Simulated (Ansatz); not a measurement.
Input for Ansatz (plane-wave DFT, PAW):

```yaml
crystal:
  lattice:
    - [5.4721979673, 0.0, 0.0]
    - [-1.8240659891, 5.1592377209, 0.0]
    - [0.0, 0.0, 23.6180309304]
  atoms:
    - { symbol: W, position: [0.25, 0.25, 0.3387242579] }
    - { symbol: W, position: [0.25, 0.75, 0.3387242579] }
    - { symbol: W, position: [0.75, 0.25, 0.3387242579] }
    - { symbol: W, position: [0.75, 0.75, 0.3387242579] }
    - { symbol: W, position: [0.5, 0.5, 0.4312573611] }
    - { symbol: W, position: [0.5, 0.0, 0.4312573611] }
    - { symbol: W, position: [0.0, 0.5, 0.4312573611] }
    - { symbol: W, position: [0.0, 0.0, 0.4312573611] }
    - { symbol: W, position: [0.75, 0.75, 0.5237617238] }
    - { symbol: W, position: [0.75, 0.25, 0.5237617238] }
    - { symbol: W, position: [0.25, 0.75, 0.5237617238] }
    - { symbol: W, position: [0.25, 0.25, 0.5237617238] }
    - { symbol: C, position: [1.0, 0.75, 0.6757642346] }
    - { symbol: O, position: [1.0, 0.75, 0.6270726225] }
basis:
  ecutwfc: 420
kpoints:
  mp_grid: { grid: [4, 4, 1] }
hamiltonian:
  xc: pbe
  dispersion: d3bj
scf:
  occupations: { method: gaussian, width: 0.1 }
output:
  forces: true
  eigenvalues: true
  write_density: true
  write_potential: true
  elf: true
  volumetric_format: npy
relax:
  adjacent_minimum: "off"
  f_tol: 0.04
  max_steps: 100
  constraints: [{ sites: [0, 1, 2, 3] }]
efield:
  axis: 3
  dipole_correction: true
  ramp_width: 0.04
```

Run as
```bash
ansatz run input.yaml --threads 4 --pin off --max-ram 10240MiB --backend cpu --events-out ev --progress --plain --runs-dir out
```

Method: DFT PBE+D3(BJ), scalar-relativistic, plane waves, PAW (Ansatz 0.2.0).

Abridged output:

```
Pseudopotentials: kind: paw
Pseudopotential: W, paw, valence charge 14, recommended cutoff 420 eV (normal)
Pseudopotential: C, paw, valence charge 4, recommended cutoff 420 eV (normal)
Pseudopotential: O, paw, valence charge 6, recommended cutoff 420 eV (normal)
Functional definition: PBE
Crystal: 14 atoms, lattice volume = 666.793 Å³
Basis set: ecut = 420 eV, 13055 PW (Γ), exchange–correlation on 80×80×320 points (8 copies of the dense FFT grid, shifted against one another)
Bands: 107, of which v1, the nominal top of the filled ones, is band 89 counted from 1 (88 counted from 0)
Symmetry: 2 space group operations
Space group: P2 (ITA 3), of the structure as read, at distance tolerance 8.7e-5 Å
k-points: 10 of 16
Initial density: superposition of atomic densities (neutral atoms: chi_scale 0, normalization atom), corrected by the library's trained network
Initial wavefunctions: pseudopotential atomic-orbital guess
Functional: x = pbe(κ = 0.804, μ = 0.21951497), c = pbe(β = 0.06672455)
SCF iter   1: F=—  HF=-125428.243641 eV  |F-HF|=—  |Δ(HF+E_count)|=         —  Δρ=9.77e-3  dr2=4.68e0  ethr=1.77e-3  p=-0.117 e·Å  D=-3.16e-2 V/Å  ΔV_dip=0.75 eV  dr2_dipole=2.60e-1  V_vac-E_F(+/−)=5.86/5.11 eV  ⟨swp⟩=9.7  Hψ=5465  notcnv=0
efield: sawtooth ramp at fractional position 0.9872 (placed from the atoms, in the widest stretch of the axis that holds none; the zero of the levels goes with the place), width 0.0400; the density the first Hamiltonian is built on has a dipole p = -0.117 e·Å; the dipole correction subtracts the counter field D = -3.16e-2 V/Å, which shifts the + side's vacuum level by +0.75 eV against the − side's; the planar-averaged density in the ramp window peaks in size at 2.1e-5 e/Å³
SCF iter   2: F=—  HF=-125428.001530 eV  |F-HF|=—  |Δ(HF+E_count)|=   2.42e-1  Δρ=8.55e-3  dr2=2.43e0  ethr=1.77e-3  p=0.074 e·Å  D=2.01e-2 V/Å  ΔV_dip=-0.47 eV  dr2_dipole=1.55e-4  V_vac-E_F(+/−)=4.43/4.91 eV  ⟨swp⟩=3.5  Hψ=1805  notcnv=0  defer=85
SCF iter   3: F=—  HF=-125427.800947 eV  |F-HF|=—  |Δ(HF+E_count)|=   2.01e-1  Δρ=1.71e-3  dr2=7.80e-2  ethr=1.36e-3  p=0.042 e·Å  D=1.13e-2 V/Å  ΔV_dip=-0.27 eV  dr2_dipole=1.13e-2  V_vac-E_F(+/−)=4.66/4.93 eV  ⟨swp⟩=2.4  Hψ=1385  notcnv=0  defer=86
SCF iter   4: F=—  HF=-125427.803193 eV  |F-HF|=—  |Δ(HF+E_count)|=   2.25e-3  Δρ=1.66e-3  dr2=2.56e-2  ethr=4.38e-5  p=0.080 e·Å  D=2.16e-2 V/Å  ΔV_dip=-0.51 eV  dr2_dipole=7.66e-5  V_vac-E_F(+/−)=4.39/4.90 eV  ⟨swp⟩=3.0  Hψ=1446  notcnv=0  defer=92
SCF iter   5: F=—  HF=-125427.799067 eV  |F-HF|=—  |Δ(HF+E_count)|=   4.13e-3  Δρ=5.74e-4  dr2=2.52e-3  ethr=1.44e-5  p=0.080 e·Å  D=2.16e-2 V/Å  ΔV_dip=-0.51 eV  dr2_dipole=5.82e-6  V_vac-E_F(+/−)=4.38/4.89 eV  ⟨swp⟩=2.7  Hψ=1670  notcnv=0  defer=83
SCF iter   6: F=—  HF=-125427.798933 eV  |F-HF|=—  |Δ(HF+E_count)|=   1.34e-4  Δρ=1.30e-4  dr2=4.10e-4  ethr=1.42e-6  p=0.083 e·Å  D=2.26e-2 V/Å  ΔV_dip=-0.53 eV  dr2_dipole=4.70e-5  V_vac-E_F(+/−)=4.34/4.88 eV  ⟨swp⟩=2.6  Hψ=1481  notcnv=0  defer=81
SCF iter   7: F=—  HF=-125427.798977 eV  |F-HF|=—  |Δ(HF+E_count)|=   4.41e-5  Δρ=6.06e-5  dr2=1.33e-4  ethr=2.30e-7  p=0.083 e·Å  D=2.25e-2 V/Å  ΔV_dip=-0.53 eV  dr2_dipole=1.99e-5  V_vac-E_F(+/−)=4.34/4.87 eV  ⟨swp⟩=2.0  Hψ=1317  notcnv=0  defer=81
SCF iter   8: F=-125427.798973 eV  HF=-125427.798990 eV  |F-HF|=1.75e-5  |Δ(HF+E_count)|=   1.32e-5  Δρ=2.35e-5  dr2=1.82e-5  ethr=2.25e-8  p=0.083 e·Å  D=2.25e-2 V/Å  ΔV_dip=-0.53 eV  dr2_dipole=2.62e-6  V_vac-E_F(+/−)=4.33/4.87 eV  ⟨swp⟩=24.8  Hψ=12377  notcnv=0
SCF 1 converged in 8 iterations: F = -125427.798973 eV  dr2 = 1.82e-5
relax step   1: F+E_penalty+E_count = -125427.79897298 eV  Δ(F+E_penalty+E_count) = +0.000e0 eV  max|allowed force component| = 1.446e0 eV/Å  Δτ_max = 0.0000 Å  (8 SCF iters, dr2 threshold 4.00e-5 eV, accepted)
Initial density: handed on by an earlier stage of this run
Initial wavefunctions: those handed on with the density
SCF iter   1: F=—  HF=-125427.982296 eV  |F-HF|=—  |Δ(HF+E_count)|=         —  Δρ=1.41e-2  dr2=4.92e-1  ethr=2.74e-4  p=0.083 e·Å  D=2.25e-2 V/Å  ΔV_dip=-0.53 eV  dr2_dipole=4.95e-3  V_vac-E_F(+/−)=4.35/4.88 eV  ⟨swp⟩=1.8  Hψ=3988  notcnv=0  defer=52
efield: sawtooth ramp at fractional position 0.9872 (handed on by an earlier solve), width 0.0400; the density the first Hamiltonian is built on has a dipole p = 0.083 e·Å; the dipole correction subtracts the counter field D = 2.25e-2 V/Å, which shifts the + side's vacuum level by -0.53 eV against the − side's; the planar-averaged density in the ramp window peaks in size at 3.7e-6 e/Å³
SCF iter   2: F=—  HF=-125427.983225 eV  |F-HF|=—  |Δ(HF+E_count)|=   9.29e-4  Δρ=6.72e-3  dr2=3.19e-1  ethr=2.74e-4  p=0.049 e·Å  D=1.33e-2 V/Å  ΔV_dip=-0.31 eV  dr2_dipole=3.35e-3  V_vac-E_F(+/−)=4.55/4.87 eV  ⟨swp⟩=3.0  Hψ=1482  notcnv=0  defer=52
SCF iter   3: F=—  HF=-125427.962749 eV  |F-HF|=—  |Δ(HF+E_count)|=   2.05e-2  Δρ=5.58e-3  dr2=2.21e-1  ethr=1.79e-4  p=0.087 e·Å  D=2.37e-2 V/Å  ΔV_dip=-0.56 eV  dr2_dipole=1.55e-4  V_vac-E_F(+/−)=4.30/4.86 eV  ⟨swp⟩=3.0  Hψ=1855  notcnv=0  defer=60
SCF iter   4: F=—  HF=-125427.928137 eV  |F-HF|=—  |Δ(HF+E_count)|=   3.46e-2  Δρ=1.88e-3  dr2=3.12e-2  ethr=1.24e-4  p=0.072 e·Å  D=1.95e-2 V/Å  ΔV_dip=-0.46 eV  dr2_dipole=4.84e-5  V_vac-E_F(+/−)=4.40/4.86 eV  ⟨swp⟩=2.2  Hψ=1151  notcnv=0  defer=60
SCF iter   5: F=—  HF=-125427.922774 eV  |F-HF|=—  |Δ(HF+E_count)|=   5.36e-3  Δρ=5.60e-4  dr2=2.67e-3  ethr=1.76e-5  p=0.066 e·Å  D=1.79e-2 V/Å  ΔV_dip=-0.42 eV  dr2_dipole=6.29e-5  V_vac-E_F(+/−)=4.44/4.86 eV  ⟨swp⟩=2.0  Hψ=1445  notcnv=0  defer=63
SCF iter   6: F=—  HF=-125427.922415 eV  |F-HF|=—  |Δ(HF+E_count)|=   3.60e-4  Δρ=1.25e-4  dr2=2.86e-4  ethr=1.50e-6  p=0.064 e·Å  D=1.74e-2 V/Å  ΔV_dip=-0.41 eV  dr2_dipole=2.97e-5  V_vac-E_F(+/−)=4.45/4.86 eV  ⟨swp⟩=2.1  Hψ=1526  notcnv=0  defer=64
SCF iter   7: F=-125427.922379 eV  HF=-125427.922394 eV  |F-HF|=1.50e-5  |Δ(HF+E_count)|=   2.09e-5  Δρ=2.81e-5  dr2=1.72e-5  ethr=5.62e-8  p=0.063 e·Å  D=1.71e-2 V/Å  ΔV_dip=-0.40 eV  dr2_dipole=3.02e-6  V_vac-E_F(+/−)=4.46/4.86 eV  ⟨swp⟩=23.1  Hψ=12468  notcnv=0
SCF 2 converged in 7 iterations: F = -125427.922379 eV  dr2 = 1.72e-5
relax step   2: F+E_penalty+E_count = -125427.92237871 eV  Δ(F+E_penalty+E_count) = -1.234e-1 eV  max|allowed force component| = 7.158e-1 eV/Å  Δτ_max = 0.1994 Å  (7 SCF iters, dr2 threshold 1.00e-4 eV, accepted)
SCF iter   1: F=—  HF=-125428.076714 eV  |F-HF|=—  |Δ(HF+E_count)|=         —  Δρ=1.40e-2  dr2=4.00e-1  ethr=2.40e-3  p=0.063 e·Å  D=1.71e-2 V/Å  ΔV_dip=-0.40 eV  dr2_dipole=2.36e-2  V_vac-E_F(+/−)=4.46/4.87 eV  ⟨swp⟩=4.0  Hψ=2622  notcnv=0  defer=24
efield: sawtooth ramp at fractional position 0.9872 (handed on by an earlier solve), width 0.0400; the density the first Hamiltonian is built on has a dipole p = 0.063 e·Å; the dipole correction subtracts the counter field D = 1.71e-2 V/Å, which shifts the + side's vacuum level by -0.40 eV against the − side's; the planar-averaged density in the ramp window peaks in size at 3.1e-6 e/Å³
   ...
SCF iter   7: F=-125428.136582 eV  HF=-125428.136582 eV  |F-HF|=4.91e-7  |Δ(HF+E_count)|=   8.31e-6  Δρ=6.50e-6  dr2=7.35e-7  ethr=1.62e-8  p=-0.013 e·Å  D=-3.52e-3 V/Å  ΔV_dip=0.08 eV  dr2_dipole=3.29e-9  V_vac-E_F(+/−)=4.92/4.84 eV  ⟨swp⟩=22.7  Hψ=11537  notcnv=0
SCF 7 converged in 7 iterations: F = -125428.136582 eV  dr2 = 7.35e-7
  Residual-converged pass: ⟨swp⟩=1.0  Hψ=1110  notcnv=0  max |occ|·‖R‖ = 7.1e-9 eV (tolerance 1.0e-8 eV) dr2=7.35e-7  dr2_onsite=7.28e-9  max |Δocc| = 8.6e-11
relax step   7: F+E_penalty+E_count = -125428.13658161 eV  Δ(F+E_penalty+E_count) = -7.367e-3 eV  max|allowed force component| = 2.341e-1 eV/Å  Δτ_max = 0.0964 Å  (7 SCF iters, dr2 threshold 1.00e-4 eV, accepted)
SCF iter   1: F=—  HF=-125428.149108 eV  |F-HF|=—  |Δ(HF+E_count)|=         —  Δρ=7.11e-3  dr2=8.53e-2  ethr=4.74e-4  p=-0.013 e·Å  D=-3.51e-3 V/Å  ΔV_dip=0.08 eV  dr2_dipole=2.11e-4  V_vac-E_F(+/−)=4.92/4.84 eV  ⟨swp⟩=3.1  Hψ=2340  notcnv=0  defer=16
efield: sawtooth ramp at fractional position 0.9872 (handed on by an earlier solve), width 0.0400; the density the first Hamiltonian is built on has a dipole p = -0.013 e·Å; the dipole correction subtracts the counter field D = -3.51e-3 V/Å, which shifts the + side's vacuum level by +0.08 eV against the − side's; the planar-averaged density in the ramp window peaks in size at 2.0e-6 e/Å³
SCF iter   2: F=—  HF=-125428.169653 eV  |F-HF|=—  |Δ(HF+E_count)|=   2.05e-2  Δρ=4.95e-3  dr2=1.49e-1  ethr=4.79e-5  p=-0.042 e·Å  D=-1.15e-2 V/Å  ΔV_dip=0.27 eV  dr2_dipole=2.33e-3  V_vac-E_F(+/−)=5.11/4.83 eV  ⟨swp⟩=3.0  Hψ=1549  notcnv=0  defer=19
SCF iter   3: F=—  HF=-125428.157513 eV  |F-HF|=—  |Δ(HF+E_count)|=   1.21e-2  Δρ=3.74e-3  dr2=9.69e-2  ethr=4.79e-5  p=0.005 e·Å  D=1.30e-3 V/Å  ΔV_dip=-0.03 eV  dr2_dipole=1.21e-3  V_vac-E_F(+/−)=4.80/4.84 eV  ⟨swp⟩=5.0  Hψ=1454  notcnv=0  defer=19
SCF iter   4: F=—  HF=-125428.141026 eV  |F-HF|=—  |Δ(HF+E_count)|=   1.65e-2  Δρ=1.52e-3  dr2=1.50e-2  ethr=4.79e-5  p=-0.010 e·Å  D=-2.60e-3 V/Å  ΔV_dip=0.06 eV  dr2_dipole=1.42e-4  V_vac-E_F(+/−)=4.90/4.84 eV  ⟨swp⟩=2.0  Hψ=1546  notcnv=0  defer=18
SCF iter   5: F=—  HF=-125428.137963 eV  |F-HF|=—  |Δ(HF+E_count)|=   3.06e-3  Δρ=3.63e-4  dr2=8.97e-4  ethr=8.43e-6  p=-0.016 e·Å  D=-4.29e-3 V/Å  ΔV_dip=0.10 eV  dr2_dipole=3.24e-6  V_vac-E_F(+/−)=4.94/4.84 eV  ⟨swp⟩=3.0  Hψ=1234  notcnv=0  defer=18
SCF iter   6: F=—  HF=-125428.137843 eV  |F-HF|=—  |Δ(HF+E_count)|=   1.20e-4  Δρ=5.74e-5  dr2=2.61e-5  ethr=5.04e-7  p=-0.017 e·Å  D=-4.75e-3 V/Å  ΔV_dip=0.11 eV  dr2_dipole=3.12e-7  V_vac-E_F(+/−)=4.95/4.84 eV  ⟨swp⟩=3.0  Hψ=1251  notcnv=0  defer=18
SCF iter   7: F=-125428.137835 eV  HF=-125428.137836 eV  |F-HF|=8.84e-7  |Δ(HF+E_count)|=   6.77e-6  Δρ=5.22e-6  dr2=9.15e-7  ethr=1.92e-9  p=-0.018 e·Å  D=-4.83e-3 V/Å  ΔV_dip=0.11 eV  dr2_dipole=1.35e-7  V_vac-E_F(+/−)=4.95/4.84 eV  ⟨swp⟩=19.9  Hψ=10867  notcnv=0
SCF 8 converged in 7 iterations: F = -125428.137835 eV  dr2 = 9.15e-7
relax step   8: F+E_penalty+E_count = -125428.13783500 eV  Δ(F+E_penalty+E_count) = -1.253e-3 eV  max|allowed force component| = 7.143e-2 eV/Å  Δτ_max = 0.0927 Å  (7 SCF iters, dr2 threshold 3.43e-6 eV, accepted)
SCF iter   1: F=—  HF=-125428.137847 eV  |F-HF|=—  |Δ(HF+E_count)|=         —  Δρ=4.00e-4  dr2=3.79e-4  ethr=1.60e-6  p=-0.018 e·Å  D=-4.83e-3 V/Å  ΔV_dip=0.11 eV  dr2_dipole=2.48e-5  V_vac-E_F(+/−)=4.95/4.84 eV  ⟨swp⟩=3.0  Hψ=1846  notcnv=0
efield: sawtooth ramp at fractional position 0.9872 (handed on by an earlier solve), width 0.0400; the density the first Hamiltonian is built on has a dipole p = -0.018 e·Å; the dipole correction subtracts the counter field D = -4.83e-3 V/Å, which shifts the + side's vacuum level by +0.11 eV against the − side's; the planar-averaged density in the ramp window peaks in size at 1.5e-6 e/Å³
SCF iter   2: F=—  HF=-125428.137954 eV  |F-HF|=—  |Δ(HF+E_count)|=   1.07e-4  Δρ=3.27e-4  dr2=7.35e-4  ethr=2.13e-7  p=-0.020 e·Å  D=-5.46e-3 V/Å  ΔV_dip=0.13 eV  dr2_dipole=3.40e-6  V_vac-E_F(+/−)=4.97/4.84 eV  ⟨swp⟩=3.0  Hψ=1629  notcnv=0
SCF iter   3: F=—  HF=-125428.137835 eV  |F-HF|=—  |Δ(HF+E_count)|=   1.19e-4  Δρ=1.48e-4  dr2=1.49e-4  ethr=2.13e-7  p=-0.017 e·Å  D=-4.72e-3 V/Å  ΔV_dip=0.11 eV  dr2_dipole=8.04e-6  V_vac-E_F(+/−)=4.95/4.84 eV  ⟨swp⟩=4.0  Hψ=1449  notcnv=0
SCF iter   4: F=—  HF=-125428.137813 eV  |F-HF|=—  |Δ(HF+E_count)|=   2.16e-5  Δρ=3.96e-5  dr2=1.32e-5  ethr=8.39e-8  p=-0.018 e·Å  D=-4.90e-3 V/Å  ΔV_dip=0.12 eV  dr2_dipole=1.68e-6  V_vac-E_F(+/−)=4.95/4.84 eV  ⟨swp⟩=3.0  Hψ=1216  notcnv=0
SCF iter   5: F=—  HF=-125428.137882 eV  |F-HF|=—  |Δ(HF+E_count)|=   6.92e-5  Δρ=8.11e-6  dr2=1.19e-6  ethr=7.43e-9  p=-0.018 e·Å  D=-4.96e-3 V/Å  ΔV_dip=0.12 eV  dr2_dipole=2.99e-7  V_vac-E_F(+/−)=4.95/4.84 eV  ⟨swp⟩=3.0  Hψ=1378  notcnv=0
SCF iter   6: F=—  HF=-125428.137882 eV  |F-HF|=—  |Δ(HF+E_count)|=   3.84e-8  Δρ=2.28e-6  dr2=1.54e-7  ethr=6.66e-10  p=-0.018 e·Å  D=-4.96e-3 V/Å  ΔV_dip=0.12 eV  dr2_dipole=3.87e-8  V_vac-E_F(+/−)=4.95/4.84 eV  ⟨swp⟩=3.0  Hψ=1376  notcnv=0
SCF iter   7: F=-125428.137882 eV  HF=-125428.137882 eV  |F-HF|=3.57e-9  |Δ(HF+E_count)|=   1.07e-8  Δρ=8.33e-7  dr2=1.33e-8  ethr=5.62e-11  p=-0.018 e·Å  D=-4.96e-3 V/Å  ΔV_dip=0.12 eV  dr2_dipole=2.24e-9  V_vac-E_F(+/−)=4.95/4.84 eV  ⟨swp⟩=16.8  Hψ=8822  notcnv=0
SCF 9 converged in 7 iterations: F = -125428.137882 eV  dr2 = 1.33e-8
relax step   9: F+E_penalty+E_count = -125428.13788220 eV  Δ(F+E_penalty+E_count) = -4.720e-5 eV  max|allowed force component| = 9.998e-4 eV/Å  Δτ_max = 0.0054 Å  (7 SCF iters, accepted)
WARN: The output density's exchange-correlation potential varies sharply where the density is thin. Do not read a vacuum level from v_tot or v_xc, or from such a field of the output density. On a cell that repeats whose density bears no net charge and no dipole along the vacuum's axis use v_es (v_loc + v_h of the components); under efield.dipole_correction with no amplitude use v_es + v_field, which holds any external_charges[].barrier, or the levels of the report's work_function block, which leave it out; under a non-zero efield.amplitude the vacuum is tilted and has no level; on a cell that repeats and bears such a dipole with no correction it is tilted too, and efield.dipole_correction wi ...
SCF converged after 7 iterations
Free energy (F): -125428.137882 eV
Harris-Foulkes:  -125428.137882 eV  (|F-HF|=3.57e-9)
Internal energy: -125428.071512 eV  (E = F + TS)
E sigma→0 (E₀):  -125428.104697 eV
Entropy (-TS):   -0.066370 eV (-4.741 meV/atom)
Fermi energy:    3.357545 eV
Dipole field:    D = -0.004996 V/Å  (p = -0.018409 e·Å, saw-weighted, corrected)
Work function:   Φ+ = 4.9535 eV   Φ− = 4.8355 eV
Levels:          The Fermi level and band energies are counted from a zero that moves with the ramp; work functions are not
--- Per-component energies (eV) ---
  E_band       = -4232.875223
  E_kinetic    = 5630.467632
  E_local      = -194205.304099  (includes V_loc(G=0)·N_el)
  E_nonlocal   = 94.442000
  E_hartree    = 94391.334469
  E_xc         = -3305.389410
  E_vxc        = -2992.634576  (∫ρ·V_xc dr)
  E_paw        = -103007.110401  (= ΣΔE_a)
  E_vpaw       = -1541.229034  (= ΣTr[D̂ρ^β])
  E_aug_tail   = 0.001752  (compensation charges beyond the density's cutoff)
  E_efield     = 0.000046  (sawtooth field / dipole correction)
  E_vefield    = -1.285361  (∫n·V_field dr)
  E_ewald      = 74978.910127
  E_disp       = -5.423629  (pairwise vdW)
  E_smearing   = -0.066370  (= −TS)
--- Forces (eV/Å), atoms counted from 1 ---
  atom   1  W     -0.00099213    -0.00154273    -0.00035138
  atom   2  W      0.00058472    -0.00060410    -0.00049374
  atom   3  W      0.00099213     0.00154273    -0.00035138
  atom   4  W     -0.00058472     0.00060410    -0.00049374
  atom   5  W     -0.00032571     0.00003375     0.00001279
  atom   6  W      0.00032571    -0.00003375     0.00001279
  atom   7  W      0.00039578    -0.00028300     0.00009866
  atom   8  W     -0.00039578     0.00028300     0.00009866
  atom   9  W      0.00006938     0.00019072     0.00073678
  atom  10  W     -0.00033455    -0.00013406    -0.00029654
  atom  11  W     -0.00006938    -0.00019072     0.00073678
  atom  12  W      0.00033455     0.00013406    -0.00029654
  atom  13  C      0.00000000     0.00000000     0.00099976
  atom  14  O      0.00000000     0.00000000    -0.00027200
--- Band table (eV; the first three rows and the last of 10) ---
  k-point 0: bands = ["-70.6547", "-70.5638", "-70.5638", "-70.5247", "-70.4894", "-70.4682", "-70.4217", "-70.4217", "-70.4207", "-70.4204", "-70.3706", "-70.3579", "-35.5770", "-35.5770", "-35.5415", "-35.4333", "-35.3415", "-35.3413", "-35.1744", "-35.1185", "-35.1180", "-35.1179", "-35.1005", "-35.0830", "-34.9235", "-34.8061", "-34.8060", "-34.7432", "-34.7430", "-34.7286", "-34.7175", "-34.6352", "-34.6315", "-34.6314", "-34.6071", "-34.3925", "-34.3713", "-34.3712", "-34.3537", "-34.3464", "-34.2622", "-34.1968", "-34.1966", "-34.1721", "-34.1325", "-34.1323", "-34.0736", "-34.0727", "-21.2353", "-6.1789", "-5.3774", "-3.7901", "-3.7840", "-3.2323", "-2.6823", "-2.3802", "-2.3801", "- ...
  k-point 1: bands = ["-70.6418", "-70.5776", "-70.5582", "-70.5305", "-70.4795", "-70.4610", "-70.4312", "-70.4274", "-70.4140", "-70.4118", "-70.3780", "-70.3671", "-35.5328", "-35.4661", "-35.4587", "-35.3900", "-35.3029", "-35.2785", "-35.1593", "-35.1450", "-35.1017", "-35.0554", "-35.0154", "-34.9870", "-34.9820", "-34.8655", "-34.8433", "-34.7872", "-34.7282", "-34.7280", "-34.7122", "-34.6410", "-34.6040", "-34.5806", "-34.5296", "-34.4921", "-34.4509", "-34.4203", "-34.3897", "-34.3612", "-34.3064", "-34.2730", "-34.2661", "-34.2289", "-34.1848", "-34.1349", "-34.1299", "-34.1210", "-21.2352", "-6.1772", "-4.8460", "-3.7931", "-3.7897", "-2.7293", "-2.5620", "-2.1363", "-1.9034", "- ...
  k-point 2: bands = ["-70.6103", "-70.6101", "-70.5445", "-70.5444", "-70.4568", "-70.4543", "-70.4452", "-70.4423", "-70.3975", "-70.3951", "-70.3907", "-70.3875", "-35.4377", "-35.4375", "-35.2917", "-35.2906", "-35.2136", "-35.2131", "-35.1902", "-35.1892", "-35.1295", "-35.1283", "-34.9232", "-34.9230", "-34.8915", "-34.8914", "-34.7327", "-34.7323", "-34.7107", "-34.7098", "-34.6393", "-34.6388", "-34.6385", "-34.6381", "-34.6229", "-34.6218", "-34.4967", "-34.4964", "-34.4108", "-34.4107", "-34.3839", "-34.3836", "-34.3583", "-34.3581", "-34.1587", "-34.1569", "-34.1441", "-34.1422", "-21.2352", "-6.1759", "-3.8021", "-3.7899", "-3.5748", "-3.5748", "-1.8880", "-1.8872", "-1.2111", "- ...
  k-point 9: bands = ["-70.5899", "-70.5898", "-70.5643", "-70.5642", "-70.4307", "-70.4306", "-70.4216", "-70.4216", "-70.4205", "-70.4205", "-70.4130", "-70.4128", "-35.3039", "-35.3039", "-35.2695", "-35.2691", "-35.1508", "-35.1507", "-35.0069", "-35.0065", "-34.9304", "-34.9302", "-34.8820", "-34.8820", "-34.8006", "-34.8003", "-34.7731", "-34.7725", "-34.7190", "-34.7190", "-34.6500", "-34.6498", "-34.6214", "-34.6214", "-34.6172", "-34.6156", "-34.5964", "-34.5964", "-34.5100", "-34.5100", "-34.4949", "-34.4941", "-34.3942", "-34.3937", "-34.3657", "-34.3656", "-34.3561", "-34.3554", "-21.2350", "-6.1744", "-3.8072", "-3.7961", "-3.0001", "-2.9990", "-1.4898", "-1.4898", "-1.1891", "- ...
--- Relaxed structure (9 steps of the walk, 9 accepted, 0 SCFs on fresh bases) ---
  F+E_penalty+E_count = -125428.13788220 eV   max|allowed force component| = 9.998e-4 eV/Å
  atoms:
    - { symbol: W, position: [0.24999999, 0.24999999, 0.3387242579] }
    - { symbol: W, position: [0.24999999, 0.75, 0.3387242579] }
    - { symbol: W, position: [0.75, 0.24999999, 0.3387242579] }
    - { symbol: W, position: [0.75000000, 0.75, 0.3387242579] }
    - { symbol: W, position: [0.49997781, 0.49998309, 0.43119485] }
    - { symbol: W, position: [0.50002218, 1.69069230e-5, 0.43119485] }
    - { symbol: W, position: [-4.38577671e-5, 0.49998764, 0.43114260] }
    - { symbol: W, position: [4.38577671e-5, 1.23524326e-5, 0.43114260] }
    - { symbol: W, position: [0.74998283, 0.75003179, 0.52359760] }
    - { symbol: W, position: [0.75009793, 0.24992092, 0.52355943] }
    - { symbol: W, position: [0.25001716, 0.74996820, 0.52359760] }
    - { symbol: W, position: [0.24990206, 0.25007907, 0.52355943] }
    - { symbol: C, position: [1.0, 0.75, 0.72488041] }
    - { symbol: O, position: [1.0, 0.75, 0.67680080] }
```

The relaxation met its thresholds.

Time: 4.1 min on 4 threads of AMD EPYC 7R43 64-Core Processor (Zen 3) (shared host), peak memory 1.9 GiB.

Spin–orbit coupling is left out, which can shift energies with elements as heavy as these.